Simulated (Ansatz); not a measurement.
# BaTiO3 in Ansatz, relaxation

The input file (Ansatz 0.2.0, plane waves):

```yaml
crystal:
  lattice:
    - [4.03721559, 4.03721559, 0.0]
    - [4.03721559, -4.03721559, 0.0]
    - [0.0, 0.0, 4.03721559]
  atoms:
    - { symbol: O, position: [0.0, 0.0, 0.5] }
    - { symbol: O, position: [0.5, 0.5, 0.5] }
    - { symbol: O, position: [0.25, 0.25, 0.0] }
    - { symbol: O, position: [0.75, 0.75, 0.0] }
    - { symbol: O, position: [0.25, 0.75, 0.0] }
    - { symbol: O, position: [0.75, 0.25, 0.0] }
    - { symbol: Ti, position: [0.0, 0.5, 0.5] }
    - { symbol: Ti, position: [0.5, 0.0, 0.5] }
    - { symbol: Ba, position: [0.0, 0.0, 0.0] }
    - { symbol: Ba, position: [0.5, 0.5, 0.0] }
kpoints:
  mp_grid: { grid: [4, 4, 6], shift: [0, 0, 0] }
magnetization:
  spin_polarized: true
scf:
  occupations: { method: gaussian, width: 0.0706 }
  lower_state_search: "off"
hamiltonian:
  pseudopotentials: { kind: paw }
  xc: r2scan
basis:
  ecutwfc: 500
  fft_grid_basis: typed
relax:
  max_steps: 40
  cell: { p_target: 5.0 }
  f_tol: 0.03
output:
  forces: true
  stress: true
  eigenvalues: true
  bader: true
  populations: true
  elf: true
  write_potential: true
  volumetric_format: npy
  dos:
    e_range: [-12, 8]
    de: 0.05
    projected: { site_lists: { Ba: [Ba], O: [O], Ti: [Ti] } }
checkpoint:
  read: saved_state
```

The command:

```bash
ansatz run input.yaml --threads 2 --pin off --max-ram 4096MiB --backend cpu --events-out ev --progress --plain --runs-dir out
```

Origin of the cell: a database entry, scaled a little.

The saved state is a converged single point of the same cell. Its moments changed on the way.

Steps («new basis» is an SCF on plane waves selected anew at the same cell):

```csv
step,ΔH (meV/atom),max force component (eV/Å),P (GPa),volume (Å³),SCF iterations,step was
1,0.0,0.000,52.02,131.61,37,accepted
2,-381.4,0.000,23.04,151.27,9,accepted
3,-483.8,0.000,9.39,166.73,9,accepted
4,-492.5,0.000,4.44,174.65,9,accepted
5,-492.9,0.000,4.95,173.79,7,accepted
6,-494.4,0.000,5.92,172.40,9,accepted
7,-497.7,0.000,6.90,171.06,7,accepted
8,-498.8,0.000,6.23,172.40,8,accepted
9,-500.3,0.000,5.21,173.99,6,accepted
10,-500.3,0.000,5.01,174.31,5,accepted
11,-505.0,0.000,5.38,174.31,8,new basis
12,-505.1,0.000,5.02,175.01,5,accepted
13,-505.1,0.000,5.02,175.01,6,new basis
```

Step 1, with forces in eV/Å:

```xyz
10
Lattice="4.037 4.037 0.000 4.037 -4.037 0.000 0.000 0.000 4.037" Properties=species:S:1:pos:R:3:forces:R:3 pbc="T T T" step=1
O     0.000    0.000    2.019    0.000    0.000    0.000
O     4.037    0.000    2.019    0.000    0.000    0.000
O     2.019    0.000    0.000    0.000    0.000    0.000
O     6.056    0.000    0.000    0.000    0.000    0.000
O     4.037   -2.019    0.000    0.000    0.000    0.000
O     4.037    2.019    0.000    0.000    0.000    0.000
Ti    2.019   -2.019    2.019    0.000    0.000    0.000
Ti    2.019    2.019    2.019    0.000    0.000    0.000
Ba    0.000    0.000    0.000    0.000    0.000    0.000
Ba    4.037    0.000    0.000    0.000    0.000    0.000
```

Step 2, with forces in eV/Å:

```xyz
10
Lattice="4.226 4.226 0.000 4.226 -4.226 0.000 0.000 0.000 4.234" Properties=species:S:1:pos:R:3:forces:R:3 pbc="T T T" step=2
O     0.000    0.000    2.117    0.000    0.000    0.000
O     4.226    0.000    2.117    0.000    0.000    0.000
O     2.113    0.000    0.000    0.000    0.000    0.000
O     6.340    0.000    0.000    0.000    0.000    0.000
O     4.226   -2.113    0.000    0.000    0.000    0.000
O     4.226    2.113    0.000    0.000    0.000    0.000
Ti    2.113   -2.113    2.117    0.000    0.000    0.000
Ti    2.113    2.113    2.117    0.000    0.000    0.000
Ba    0.000    0.000    0.000    0.000    0.000    0.000
Ba    4.226    0.000    0.000    0.000    0.000    0.000
```

Step 3, with forces in eV/Å:

```xyz
10
Lattice="4.364 4.364 0.000 4.364 -4.364 0.000 0.000 0.000 4.377" Properties=species:S:1:pos:R:3:forces:R:3 pbc="T T T" step=3
O     0.000    0.000    2.189    0.000    0.000    0.000
O     4.364    0.000    2.189    0.000    0.000    0.000
O     2.182    0.000    0.000    0.000    0.000    0.000
O     6.546    0.000    0.000    0.000    0.000    0.000
O     4.364   -2.182    0.000    0.000    0.000    0.000
O     4.364    2.182    0.000    0.000    0.000    0.000
Ti    2.182   -2.182    2.189    0.000    0.000    0.000
Ti    2.182    2.182    2.189    0.000    0.000    0.000
Ba    0.000    0.000    0.000    0.000    0.000    0.000
Ba    4.364    0.000    0.000    0.000    0.000    0.000
```

Step 4, with forces in eV/Å:

```xyz
10
Lattice="4.429 4.429 0.000 4.429 -4.429 0.000 0.000 0.000 4.452" Properties=species:S:1:pos:R:3:forces:R:3 pbc="T T T" step=4
O     0.000    0.000    2.226    0.000    0.000    0.000
O     4.429    0.000    2.226    0.000    0.000    0.000
O     2.215    0.000    0.000    0.000    0.000    0.000
O     6.644    0.000    0.000    0.000    0.000    0.000
O     4.429   -2.215    0.000    0.000    0.000    0.000
O     4.429    2.215    0.000    0.000    0.000    0.000
Ti    2.215   -2.215    2.226    0.000    0.000    0.000
Ti    2.215    2.215    2.226    0.000    0.000    0.000
Ba    0.000    0.000    0.000    0.000    0.000    0.000
Ba    4.429    0.000    0.000    0.000    0.000    0.000
```

Step 6, with forces in eV/Å:

```xyz
10
Lattice="4.391 4.391 0.000 4.391 -4.391 0.000 0.000 0.000 4.471" Properties=species:S:1:pos:R:3:forces:R:3 pbc="T T T" step=6
O     0.000    0.000    2.236    0.000    0.000    0.000
O     4.391    0.000    2.236    0.000    0.000    0.000
O     2.195    0.000    0.000    0.000    0.000    0.000
O     6.586    0.000    0.000    0.000    0.000    0.000
O     4.391   -2.195    0.000    0.000    0.000    0.000
O     4.391    2.195    0.000    0.000    0.000    0.000
Ti    2.195   -2.195    2.236    0.000    0.000    0.000
Ti    2.195    2.195    2.236    0.000    0.000    0.000
Ba    0.000    0.000    0.000    0.000    0.000    0.000
Ba    4.391    0.000    0.000    0.000    0.000    0.000
```

Step 7, with forces in eV/Å:

```xyz
10
Lattice="4.352 4.352 0.000 4.352 -4.352 0.000 0.000 0.000 4.516" Properties=species:S:1:pos:R:3:forces:R:3 pbc="T T T" step=7
O     0.000    0.000    2.258    0.000    0.000    0.000
O     4.352    0.000    2.258    0.000    0.000    0.000
O     2.176    0.000    0.000    0.000    0.000    0.000
O     6.528    0.000    0.000    0.000    0.000    0.000
O     4.352   -2.176    0.000    0.000    0.000    0.000
O     4.352    2.176    0.000    0.000    0.000    0.000
Ti    2.176   -2.176    2.258    0.000    0.000    0.000
Ti    2.176    2.176    2.258    0.000    0.000    0.000
Ba    0.000    0.000    0.000    0.000    0.000    0.000
Ba    4.352    0.000    0.000    0.000    0.000    0.000
```

Step 8, with forces in eV/Å:

```xyz
10
Lattice="4.328 4.328 0.000 4.328 -4.328 0.000 0.000 0.000 4.602" Properties=species:S:1:pos:R:3:forces:R:3 pbc="T T T" step=8
O     0.000    0.000    2.301    0.000    0.000    0.000
O     4.328    0.000    2.301    0.000    0.000    0.000
O     2.164    0.000    0.000    0.000    0.000    0.000
O     6.492    0.000    0.000    0.000    0.000    0.000
O     4.328   -2.164    0.000    0.000    0.000    0.000
O     4.328    2.164    0.000    0.000    0.000    0.000
Ti    2.164   -2.164    2.301    0.000    0.000    0.000
Ti    2.164    2.164    2.301    0.000    0.000    0.000
Ba    0.000    0.000    0.000    0.000    0.000    0.000
Ba    4.328    0.000    0.000    0.000    0.000    0.000
```

Step 9, with forces in eV/Å:

```xyz
10
Lattice="4.354 4.354 0.000 4.354 -4.354 0.000 0.000 0.000 4.590" Properties=species:S:1:pos:R:3:forces:R:3 pbc="T T T" step=9
O     0.000    0.000    2.295    0.000    0.000    0.000
O     4.354    0.000    2.295    0.000    0.000    0.000
O     2.177    0.000    0.000    0.000    0.000    0.000
O     6.531    0.000    0.000    0.000    0.000    0.000
O     4.354   -2.177    0.000    0.000    0.000    0.000
O     4.354    2.177    0.000    0.000    0.000    0.000
Ti    2.177   -2.177    2.295    0.000    0.000    0.000
Ti    2.177    2.177    2.295    0.000    0.000    0.000
Ba    0.000    0.000    0.000    0.000    0.000    0.000
Ba    4.354    0.000    0.000    0.000    0.000    0.000
```

Step 11, with forces in eV/Å:

```xyz
10
Lattice="4.361 4.361 0.000 4.361 -4.361 0.000 0.000 0.000 4.583" Properties=species:S:1:pos:R:3:forces:R:3 pbc="T T T" step=11
O     0.000    0.000    2.292    0.000    0.000    0.000
O     4.361    0.000    2.292    0.000    0.000    0.000
O     2.180    0.000    0.000    0.000    0.000    0.000
O     6.541    0.000    0.000    0.000    0.000    0.000
O     4.361   -2.180    0.000    0.000    0.000    0.000
O     4.361    2.180    0.000    0.000    0.000    0.000
Ti    2.180   -2.180    2.292    0.000    0.000    0.000
Ti    2.180    2.180    2.292    0.000    0.000    0.000
Ba    0.000    0.000    0.000    0.000    0.000    0.000
Ba    4.361    0.000    0.000    0.000    0.000    0.000
```

Step 13, with forces in eV/Å:

```xyz
10
Lattice="4.363 4.363 0.000 4.363 -4.363 0.000 0.000 0.000 4.596" Properties=species:S:1:pos:R:3:forces:R:3 pbc="T T T" step=13
O     0.000    0.000    2.298    0.000    0.000    0.000
O     4.363    0.000    2.298    0.000    0.000    0.000
O     2.182    0.000    0.000    0.000    0.000    0.000
O     6.545    0.000    0.000    0.000    0.000    0.000
O     4.363   -2.182    0.000    0.000    0.000    0.000
O     4.363    2.182    0.000    0.000    0.000    0.000
Ti    2.182   -2.182    2.298    0.000    0.000    0.000
Ti    2.182    2.182    2.298    0.000    0.000    0.000
Ba    0.000    0.000    0.000    0.000    0.000    0.000
Ba    4.363    0.000    0.000    0.000    0.000    0.000
```

```yaml
Enthalpy_lowered_by: 505.1 meV/atom
Volume_change: 32.98 %
Final_pressure: 5.02 GPa
Relaxation_steps_listed: 13
Gap_on_the_mesh: none (metal)
Site_moments_at_the_end_small_spheres_which_read_low: O1 +0.4, O2 +0.4, Ti7 +1.8, Ti8 +1.8 μB
Total_moment: 5.00 μB
```

Caveats: the magnetic state was chosen at the start cell and may not be the lowest after relaxing; the relaxation held the start's symmetry, so the end may be a saddle point; the program can leave such a cell on a higher state.

Time: 3.6 min on 2 threads of AMD EPYC 9R45 96-Core Processor (Zen 5), with other jobs on the host, peak memory 1.4 GiB, from a saved density.

Ba sits on the octahedral site here and Ti on the 12-fold one, the reverse of the real perovskite.
